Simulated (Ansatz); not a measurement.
input.yaml (Ansatz)

```yaml
crystal:
  lattice:
    - [-3.1105052647, 3.5361688176, 1.4257964062]
    - [3.5361688176, -3.1105052647, 1.4257964062]
    - [2.0418609384, 2.0418609384, -0.6461928295]
  atoms:
    - { symbol: Ag, position: [0.0090746127, 0.9909253873, 1.0] }
    - { symbol: Ag, position: [0.7409253873, 0.2590746127, 0.5] }
hamiltonian:
  xc: blyp
  pseudopotentials:
    kind: paw
    azcp:
      Ag: "pseudopotentials/Ag.paw.azcp"
basis:
  ecutwfc: 420
  fft_grid_basis: typed
kpoints:
  mp_grid: { grid: [18, 18, 17], shift: [0, 0, 0] }
magnetization:
  spin_polarized: false
scf:
  occupations: { method: fermi_dirac, width: 0.1 }
output:
  write_density: true
  write_potential: true
  elf: true
  volumetric_format: npy
```

Terminal output

```
Engine: ansatz 0.2.0, aarch64-unknown-linux-gnu
Pseudopotentials: kind: paw
Pseudopotential: Ag, paw, valence charge 19, recommended cutoff 420 eV (normal) 
Functional definition: BLYP
  parameter beta = 0.0042
  parameter a = 0.04918
  parameter b = 0.132
  parameter c = 0.2533
  parameter d = 0.349
  exchange = b88_x(beta = beta)
  correlation = lyp_c(a = a, b = b, c = c, d = d)
Crystal: 2 atoms, lattice volume = 40.529 Å³
Basis set: ecut = 420 eV, 783 PW (Γ), exchange–correlation on 72×72×40 points (8 copies of the dense FFT grid, shifted against one another)
Bands: 23, of which v1, the nominal top of the filled ones, is band 19 counted from 1 (18 counted from 0)
Symmetry: 4 space group operations
Space group: C2/c (ITA 15), of the structure as read, at distance tolerance 3.4e-5 Å
k-points: 1459 of 5508
Non-local potential: Ag, projectors of the file, l = 0: 3, l = 1: 2, l = 2: 2, l = 3: 1
PAW form: soft (Blöchl's): semilocal exchange-correlation on the pseudo side does not see the compensation charge
PAW frozen core: Ag, regenerated for the run's functional, and the local potential with it (the file was generated under x = pbe(κ = 0.804, μ = 0.2195149727645171), c = pbe(β = 0.06672455060314922))
PAW one-centre angular grid: Ag, 590 points (default); XC on 64 Gauss nodes
Initial density: superposition of atomic densities (neutral atoms: chi_scale 0, normalization atom), corrected by the library's trained network
Initial wavefunctions: pseudopotential atomic-orbital guess
Functional: x = b88, c = lyp
SCF iter   1: F=—  HF=-15211.395271 eV  |F-HF|=—  |Δ(HF+E_count)|=         —  Δρ=4.28e-3  dr2=5.16e-3  ethr=1.77e-3  ⟨swp⟩=4.8  Hψ=124403  notcnv=0
SCF iter   2: F=—  HF=-15211.396337 eV  |F-HF|=—  |Δ(HF+E_count)|=   1.07e-3  Δρ=2.72e-3  dr2=2.31e-3  ethr=1.36e-5  ⟨swp⟩=1.8  Hψ=51090  notcnv=0
SCF iter   3: F=—  HF=-15211.397003 eV  |F-HF|=—  |Δ(HF+E_count)|=   6.65e-4  Δρ=4.75e-4  dr2=1.09e-4  ethr=6.08e-6  ⟨swp⟩=2.7  Hψ=49279  notcnv=0
SCF iter   4: F=—  HF=-15211.397068 eV  |F-HF|=—  |Δ(HF+E_count)|=   6.56e-5  Δρ=2.29e-4  dr2=1.79e-5  ethr=2.86e-7  ⟨swp⟩=2.0  Hψ=48648  notcnv=0
SCF iter   5: F=—  HF=-15211.397083 eV  |F-HF|=—  |Δ(HF+E_count)|=   1.44e-5  Δρ=7.66e-5  dr2=3.00e-6  ethr=4.70e-8  ⟨swp⟩=2.0  Hψ=49673  notcnv=0
SCF iter   6: F=—  HF=-15211.397084 eV  |F-HF|=—  |Δ(HF+E_count)|=   8.27e-7  Δρ=1.79e-5  dr2=2.03e-7  ethr=7.89e-9  ⟨swp⟩=2.0  Hψ=48601  notcnv=0
SCF iter   7: F=-15211.397084 eV  HF=-15211.397084 eV  |F-HF|=8.37e-10  |Δ(HF+E_count)|=   3.37e-8  Δρ=4.64e-6  dr2=1.13e-8  ethr=2.63e-10  ⟨swp⟩=2.9  Hψ=86499  notcnv=0
SCF 1 converged in 7 iterations: F = -15211.397084 eV  dr2 = 1.13e-8
SCF converged after 7 iterations
Free energy (F): -15211.397084 eV
Harris-Foulkes:  -15211.397084 eV  (|F-HF|=8.37e-10)
Internal energy: -15211.379501 eV  (E = F + TS)
E sigma→0 (E₀):  -15211.388292 eV
Entropy (-TS):   -0.017582 eV (-8.791 meV/atom)
Fermi energy:    14.304723 eV
--- Per-component energies (eV) ---
  E_band       = -574.496617
  E_kinetic    = 1054.668416
  E_local      = -5009.612924  (includes V_loc(G=0)·N_el)
  E_nonlocal   = 156.337785
  E_hartree    = 2252.093892
  E_xc         = -364.153093
  E_vxc        = -461.410802  (∫ρ·V_xc dr)
  E_paw        = -7840.002733  (= ΣΔE_a)
  E_vpaw       = -818.669930  (= ΣTr[D̂ρ^β])
  E_aug_tail   = 0.000580  (compensation charges beyond the density's cutoff)
  E_ewald      = -5460.878826
  E_core_change = 0.167401  (= ΣΔE_core)
  E_smearing   = -0.017582  (= −TS)
  E_closure    = -0.000000  (closes the sum)
  Σ components = -15211.397084   (vs F -15211.397084, Δ=0.00e0)
--- Band table (eV; the first three rows and the last of 1459) ---
  k-point 0: bands = ["-77.4305", "-77.4196", "-40.9504", "-40.8812", "-40.8566", "-40.8482", "-40.8460", "-40.8444", "7.6578", "8.6017", "8.9433", "9.2413", "9.8327", "10.1716", "10.5164", "10.8523", "10.9917", "11.1542", "11.4892", "15.1214", "18.0096", "25.1308", "28.0843"]
  k-point 1: bands = ["-77.4303", "-77.4195", "-40.9493", "-40.8832", "-40.8563", "-40.8507", "-40.8467", "-40.8443", "7.7270", "8.6513", "8.9484", "9.2535", "9.8203", "10.1947", "10.5081", "10.8009", "11.0252", "11.1466", "11.3913", "15.2900", "18.0273", "24.5491", "28.1766"]
  k-point 2: bands = ["-77.4296", "-77.4194", "-40.9462", "-40.8886", "-40.8578", "-40.8555", "-40.8488", "-40.8442", "7.9285", "8.7946", "8.9618", "9.2871", "9.7875", "10.2669", "10.4815", "10.6993", "11.0756", "11.1279", "11.1485", "15.7471", "18.0838", "23.2596", "28.4475"]
  k-point 1458: bands = ["-77.4211", "-77.4210", "-40.9525", "-40.9522", "-40.8693", "-40.8690", "-40.8468", "-40.8446", "8.6858", "8.6939", "9.3282", "9.4201", "10.3910", "10.3946", "10.8222", "10.9149", "11.3420", "11.3847", "14.1857", "14.4090", "16.9833", "17.1819", "27.5987"]
```

Launched by

```sh
ansatz run input.yaml --threads 2 --pin off --max-ram 5120MiB --backend cpu --events-out ev --progress --plain --runs-dir out
```

On 2 threads of Arm Neoverse V2 (shared host) this took about 26 s of wall time and 51 s of CPU time.
